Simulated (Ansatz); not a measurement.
CsPb2Br5 (I4/mcm) from a database structure, relaxed with r2SCAN. Space group I4/mcm (No. 140), tetragonal; a = 8.528 Å, c = 15.548 Å in the conventional setting, 35.33 Å³ an atom. Around Cs lie 10 Br at 3.75–3.89 Å; around Pb lie 8 Br at 2.91–3.38 Å; around Br lie 4 Pb at 3.17 Å and 2 Cs at 3.89 Å; around Br lie 3 Pb at 2.91–3.38 Å and 2 Cs at 3.75 Å.

```cif
data_structure
_symmetry_space_group_name_H-M 'P 1'
_symmetry_Int_Tables_number 1
_cell_length_a 9.8386
_cell_length_b 9.8386
_cell_length_c 9.8386
_cell_angle_alpha 128.635
_cell_angle_beta 128.635
_cell_angle_gamma 75.598
_cell_volume 565.36
loop_
_atom_site_label
_atom_site_type_symbol
_atom_site_fract_x
_atom_site_fract_y
_atom_site_fract_z
_atom_site_occupancy
Cs1 Cs 0.75000 0.75000 0.00000 1
Cs2 Cs 0.25000 0.25000 0.00000 1
Pb1 Pb 0.66826 0.83174 0.50000 1
Pb2 Pb 0.33174 0.16826 0.50000 1
Pb3 Pb 0.83174 0.33174 0.16349 1
Pb4 Pb 0.16826 0.66826 0.83651 1
Br1 Br 0.50000 0.50000 0.00000 1
Br2 Br 0.00000 0.00000 0.00000 1
Br3 Br 0.71917 0.52709 0.50000 1
Br4 Br 0.28083 0.47291 0.50000 1
Br5 Br 0.02709 0.21917 0.50000 1
Br6 Br 0.97291 0.78083 0.50000 1
Br7 Br 0.52709 0.02709 0.80792 1
Br8 Br 0.47291 0.97291 0.19208 1
Br9 Br 0.21917 0.71917 0.19208 1
Br10 Br 0.78083 0.28083 0.80792 1
```

4 runs of the PAW code Ansatz on this cell differ in the functional (and in the settings that go with it). Levels are in eV from each run's valence top; v1 is the last filled band, c1 the first empty one.

Run A, mean stress 0.0 GPa (compression positive):

| point | v4 | v3 | v2 | v1 | c1 | c2 |
| --- | --- | --- | --- | --- | --- | --- |
| Γ | -0.55 | -0.32 | -0.32 | -0.30 | 3.48 | 4.00 |
| X | -0.35 | -0.28 | -0.25 | -0.23 | 3.72 | 3.73 |
| P | -0.29 | -0.29 | -0.23 | -0.23 | 3.73 | 3.73 |
| N | -0.44 | -0.44 | -0.03 | -0.03 | 4.23 | 4.23 |

Run B, mean stress +0.2 GPa (compression positive):

| point | v4 | v3 | v2 | v1 | c1 | c2 |
| --- | --- | --- | --- | --- | --- | --- |
| Γ | -0.67 | -0.43 | -0.35 | -0.35 | 3.93 | 4.43 |
| X | -0.35 | -0.31 | -0.27 | -0.23 | 4.15 | 4.17 |
| P | -0.29 | -0.29 | -0.26 | -0.26 | 4.16 | 4.16 |
| N | -0.57 | -0.57 | -0.03 | -0.03 | 4.70 | 4.70 |

Run C, mean stress +0.1 GPa (compression positive):

| point | v4 | v3 | v2 | v1 | c1 | c2 |
| --- | --- | --- | --- | --- | --- | --- |
| Γ | -0.70 | -0.45 | -0.36 | -0.36 | 4.61 | 5.12 |
| X | -0.35 | -0.32 | -0.28 | -0.23 | 4.83 | 4.85 |
| P | -0.29 | -0.29 | -0.27 | -0.27 | 4.84 | 4.84 |
| N | -0.59 | -0.59 | -0.03 | -0.03 | 5.39 | 5.39 |

Run D, mean stress +0.8 GPa (compression positive):

| point | v4 | v3 | v2 | v1 | c1 | c2 |
| --- | --- | --- | --- | --- | --- | --- |
| Γ | -0.51 | -0.31 | -0.31 | -0.26 | 3.07 | 3.55 |
| X | -0.33 | -0.27 | -0.25 | -0.24 | 3.27 | 3.29 |
| P | -0.30 | -0.30 | -0.22 | -0.22 | 3.28 | 3.28 |
| N | -0.40 | -0.40 | -0.03 | -0.03 | 3.81 | 3.81 |

Question: Match the runs to PBE, r2SCAN, HSE06, PBE0.

Answer: A is r2SCAN, B is HSE06, C is PBE0, D is PBE. In order of the gap: PBE 3.05, r2SCAN 3.45, HSE06 3.91, PBE0 4.59 eV.

The values are computed, spin-unpolarised, and not measurements.

Spin-orbit coupling is left out; in compounds of Pb, Bi, Tl or Hg it can lower a gap by up to about 1 eV, split its edges or invert the bands.

The program warns that its thresholds are loose for a hybrid's stress.
